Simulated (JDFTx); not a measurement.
An input for JDFTx (a modified build) (Mo(100), linear PCM (GLSSA13), water, 1 M NaF; bohr, hartree) and the course of its log:

```
lattice \
  5.9859342669 0.0000000000 0.0000000000 \
  0.0000000000 5.9859342669 0.0000000000 \
  0.0000000000 0.0000000000 45.1644543786
coords-type Lattice
ion Mo 0.5000000000 0.5000000000 -0.1656705020 0
ion Mo 0.0000000000 0.0000000000 -0.0994023010 0
ion Mo 0.5000000000 0.5000000000 -0.0331341000 0
ion Mo 0.0000000000 0.0000000000 0.0331341000 0
ion Mo 0.5000000000 0.5000000000 0.0994023010 0
ion Mo 0.0000000000 0.0000000000 0.1656705020 0
ion-species pseudo/mo_pbe_v1.upf
elec-cutoff 20 100
elec-ex-corr gga-PBE
coulomb-interaction Slab 001
coulomb-truncation-embed 0 0 0
kpoint-folding 8 8 1
elec-smearing Fermi 0.01
elec-n-bands 55
target-mu -0.109880
electronic-scf nIterations 100 energyDiffThreshold 1e-07
fluid LinearPCM
pcm-variant GLSSA13
fluid-solvent H2O
fluid-cation Na+ 1
fluid-anion F- 1
fluid-minimize nIterations 400 knormThreshold 1e-11
wavefunction read f0.wfns
elec-initial-eigenvals f0.eigenvals
elec-initial-fillings read f0.fillings
fluid-initial-state f0.fluidState
dump-name f0_u0.$VAR
dump End State Ecomponents EigStats BandEigs Forces ElecDensity IonicPositions Fillings Kpoints Dtot FluidDebug BoundCharge FluidDensity
```

```
[one cycle in 5 is shown, and the last three; fluid-solver lines are left out]
	FillingsUpdate:  mu: -0.109880000  nElectrons: 87.175256
SCF: Cycle:  0   G: -397.509988010379743   dG: +3.822e+00   |Residual|: 1.634e-01   |deigs|: 1.338e-07
	FillingsUpdate:  mu: -0.109880000  nElectrons: 84.621149
SCF: Cycle:  5   G: -401.225854578898918   dG: -2.659e-01   |Residual|: 2.601e-02   |deigs|: 2.567e-03
	FillingsUpdate:  mu: -0.109880000  nElectrons: 84.889092
SCF: Cycle: 10   G: -401.120017326067682   dG: +1.439e-01   |Residual|: 4.029e-02   |deigs|: 1.693e-03
	FillingsUpdate:  mu: -0.109880000  nElectrons: 84.140763
SCF: Cycle: 15   G: -401.333342426805359   dG: -9.951e-02   |Residual|: 2.727e-03   |deigs|: 3.015e-03
	FillingsUpdate:  mu: -0.109880000  nElectrons: 84.205402
SCF: Cycle: 20   G: -401.333535090783244   dG: +5.094e-05   |Residual|: 1.482e-03   |deigs|: 2.730e-05
	FillingsUpdate:  mu: -0.109880000  nElectrons: 84.178769
SCF: Cycle: 25   G: -401.333837753369380   dG: -2.583e-07   |Residual|: 7.537e-05   |deigs|: 6.233e-06
	FillingsUpdate:  mu: -0.109880000  nElectrons: 84.180066
SCF: Cycle: 30   G: -401.333837280488865   dG: +5.615e-07   |Residual|: 7.246e-05   |deigs|: 5.854e-06
	FillingsUpdate:  mu: -0.109880000  nElectrons: 84.180567
SCF: Cycle: 35   G: -401.333836519938188   dG: +3.881e-07   |Residual|: 9.039e-05   |deigs|: 1.751e-06
	FillingsUpdate:  mu: -0.109880000  nElectrons: 84.178861
SCF: Cycle: 40   G: -401.333837923474221   dG: -1.381e-08   |Residual|: 2.553e-05   |deigs|: 2.799e-06
	FillingsUpdate:  mu: -0.109880000  nElectrons: 84.182272
SCF: Cycle: 45   G: -401.333832891108955   dG: +5.028e-06   |Residual|: 1.859e-04   |deigs|: 2.183e-05
	FillingsUpdate:  mu: -0.109880000  nElectrons: 84.182349
SCF: Cycle: 50   G: -401.333832236394358   dG: -9.587e-07   |Residual|: 1.824e-04   |deigs|: 1.849e-06
	FillingsUpdate:  mu: -0.109880000  nElectrons: 84.181235
SCF: Cycle: 55   G: -401.333835175551769   dG: +2.397e-07   |Residual|: 1.246e-04   |deigs|: 1.372e-06
	FillingsUpdate:  mu: -0.109880000  nElectrons: 84.179794
SCF: Cycle: 60   G: -401.333837505248027   dG: -4.780e-08   |Residual|: 5.360e-05   |deigs|: 1.131e-06
	FillingsUpdate:  mu: -0.109880000  nElectrons: 84.179849
SCF: Cycle: 65   G: -401.333837429599839   dG: +1.139e-07   |Residual|: 5.557e-05   |deigs|: 8.948e-07
	FillingsUpdate:  mu: -0.109880000  nElectrons: 84.178388
SCF: Cycle: 70   G: -401.333837861538029   dG: +5.416e-08   |Residual|: 1.890e-05   |deigs|: 2.841e-06
	FillingsUpdate:  mu: -0.109880000  nElectrons: 84.179408
SCF: Cycle: 75   G: -401.333837758602613   dG: -1.362e-07   |Residual|: 3.258e-05   |deigs|: 1.219e-06
	FillingsUpdate:  mu: -0.109880000  nElectrons: 84.179014
SCF: Cycle: 80   G: -401.333837902004461   dG: -7.766e-09   |Residual|: 1.444e-05   |deigs|: 8.562e-07
	FillingsUpdate:  mu: -0.109880000  nElectrons: 84.178096
SCF: Cycle: 85   G: -401.333837723743727   dG: +1.798e-07   |Residual|: 3.615e-05   |deigs|: 5.674e-06
	FillingsUpdate:  mu: -0.109880000  nElectrons: 84.179006
SCF: Cycle: 90   G: -401.333837905296434   dG: -3.017e-07   |Residual|: 2.501e-05   |deigs|: 6.203e-06
	FillingsUpdate:  mu: -0.109880000  nElectrons: 84.178716
SCF: Cycle: 95   G: -401.333837738356806   dG: -8.419e-08   |Residual|: 7.091e-05   |deigs|: 5.150e-06
	FillingsUpdate:  mu: -0.109880000  nElectrons: 84.179308
SCF: Cycle: 97   G: -401.333837798488162   dG: -1.443e-07   |Residual|: 2.755e-05   |deigs|: 1.397e-06
	FillingsUpdate:  mu: -0.109880000  nElectrons: 84.179155
SCF: Cycle: 98   G: -401.333837873936034   dG: -7.545e-08   |Residual|: 2.782e-05   |deigs|: 1.864e-06
	FillingsUpdate:  mu: -0.109880000  nElectrons: 84.179273
SCF: Cycle: 99   G: -401.333837687457503   dG: +1.865e-07   |Residual|: 3.781e-05   |deigs|: 4.175e-06
SCF: None of the convergence criteria satisfied after 100 iterations.
IonicMinimize: Iter:   0  G: -401.333837687457503  |grad|_K:  0.000e+00
IonicMinimize: Converged (|grad|_K<1.000000e-04).
```

This run gave no converged result. The loop ran out of cycles short of its threshold. It has stalled and not diverged: the last ten energies span 4e-07 Ha, so the total is near its end, but levels, forces and the electron count aren't shown converged.
